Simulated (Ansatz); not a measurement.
Here is the system:

Ga:
```yaml
crystal:
  lattice:
    - [0.00000, 2.88841, 2.88841]
    - [2.88841, 0.00000, 2.88841]
    - [2.88841, 2.88841, 0.00000]
  atoms:
    - { symbol: Ga, position: [0.00000, 0.00000, 0.00000] }
    - { symbol: Ga, position: [0.25000, 0.25000, 0.25000] }
```

This is the r²SCAN-relaxed structure.

Q: All from the program Ansatz at the r²SCAN level (PAW), unless another level is named. Estimate the density of states at the Fermi level.

A: 0.62 states/eV per atom (mean over ±0.08 eV).

Q: Give the gap with spin–orbit coupling.

A: none (metallic).

Space group Fd-3m (diamond). The start of the workflow was typed in or built on a structure type; neither database checked (COD, Materials Project) lists it. It is not the phase usual at ambient conditions (space group No. 64). Symmetry was held in the r²SCAN relaxation. At this level the phase is mechanically unstable. The volume moved by -21 % from the start of the relaxation. Spin–orbit coupling is left out wherever it is not named.

Potentials: the later of the program's two PAW sets.
